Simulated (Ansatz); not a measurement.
InSe:
```cif
data_In2Se2
_chemical_formula_sum 'In2 Se2'
_space_group_name_H-M_alt 'P 1'
_space_group_IT_number 1
_cell_length_a 8.80422
_cell_length_b 8.80422
_cell_length_c 8.80422
_cell_angle_alpha 26.451
_cell_angle_beta 26.451
_cell_angle_gamma 26.451
loop_
_space_group_symop_operation_xyz
  'x, y, z'
loop_
_atom_site_label
_atom_site_type_symbol
_atom_site_fract_x
_atom_site_fract_y
_atom_site_fract_z
_atom_site_occupancy
In1 In 0.88916 0.88916 0.88916 1
In2 In 0.99865 0.99865 0.99865 1
Se1 Se 0.38150 0.38150 0.38150 1
Se2 Se 0.17298 0.17298 0.17298 1
```

Relaxed with r²SCAN+D4.

**Question.** Which orbitals make up the states near the band edges in plane-wave PAW r²SCAN+D4 (Ansatz code)?

**Answer.** Top 1 eV of the valence band: Se 4p 69 %, In 5p 20 %, In 5s 8 %. Bottom 1 eV of the conduction band: In 5p 34 %, Se 4p 28 %, In 5s 24 %, Se 4s 9 %. Projections are on Löwdin-orthogonalised atomic valence shells; empty p or d shells of many metals are not among them.

**Question.** Tabulate the density of states.

**Answer.** States/eV per cell of 4 atoms, in 0.25 eV bins, energy from the valence-band maximum.

```tsv
E (eV)	total	Se 4p	In 5p	In 5s
-7.85	0.00	0.00	0.00	0.00
-7.60	0.00	0.00	0.00	0.00
-7.35	0.00	0.00	0.00	0.00
-7.10	0.00	0.00	0.00	0.00
-6.85	0.00	0.00	0.00	0.00
-6.60	0.10	0.04	0.01	0.06
-6.35	3.97	1.41	0.25	2.17
-6.10	3.93	0.98	0.70	1.88
-5.85	0.02	0.01	0.00	0.00
-5.60	2.37	1.26	0.32	0.75
-5.35	1.49	0.79	0.18	0.46
-5.10	0.88	0.47	0.09	0.27
-4.85	0.69	0.37	0.06	0.21
-4.60	0.60	0.32	0.04	0.18
-4.35	0.60	0.32	0.03	0.18
-4.10	0.89	0.52	0.03	0.25
-3.85	1.26	0.76	0.33	0.12
-3.60	3.76	2.35	1.15	0.15
-3.35	2.70	1.73	0.79	0.09
-3.10	2.09	1.51	0.48	0.05
-2.85	3.69	2.69	0.82	0.08
-2.60	4.19	3.15	0.86	0.08
-2.35	4.55	3.58	0.79	0.07
-2.10	5.25	4.25	0.79	0.07
-1.85	2.87	2.31	0.45	0.05
-1.60	3.91	2.56	1.03	0.22
-1.35	2.13	1.42	0.52	0.14
-1.10	1.58	0.99	0.40	0.14
-0.85	1.29	0.87	0.27	0.10
-0.60	0.68	0.47	0.13	0.05
-0.35	0.39	0.28	0.07	0.03
-0.10	0.13	0.10	0.02	0.01
0.15	0.00	0.00	0.00	0.00
0.40	0.00	0.00	0.00	0.00
0.65	0.00	0.00	0.00	0.00
0.90	0.00	0.00	0.00	0.00
1.15	0.02	0.01	0.00	0.01
1.40	0.06	0.02	0.01	0.02
1.65	0.47	0.13	0.17	0.11
1.90	1.35	0.38	0.52	0.29
2.15	3.66	1.19	1.34	0.75
2.40	4.33	1.46	1.09	1.40
2.65	3.47	1.16	0.66	1.41
2.90	1.54	0.39	0.57	0.46
3.15	0.95	0.13	0.51	0.19
3.40	0.21	0.03	0.12	0.03
3.65	0.78	0.15	0.49	0.01
3.90	2.44	0.37	1.55	0.08
4.15	3.55	0.49	2.19	0.22
4.40	2.64	0.42	1.43	0.20
4.65	4.46	0.76	2.68	0.21
4.90	6.39	1.17	3.82	0.31
5.15	1.78	0.30	0.95	0.16
5.40	0.82	0.14	0.41	0.10
5.65	0.70	0.12	0.35	0.09
```

Space group R3m. The workflow started from a Materials Project entry (that database holds measured and hypothetical structures alike); the Crystallography Open Database files this formula in space group No. 160, but the cells were not matched. It is not the phase usual at ambient conditions (space group No. 194). The cell was relaxed with r²SCAN+D4 under the symmetry of its start; whether a distortion lowers the energy is not shown. Scalar-relativistic: spin–orbit coupling is off unless named, which matters more the heavier the elements.

Potentials: the later of the program's two PAW sets.
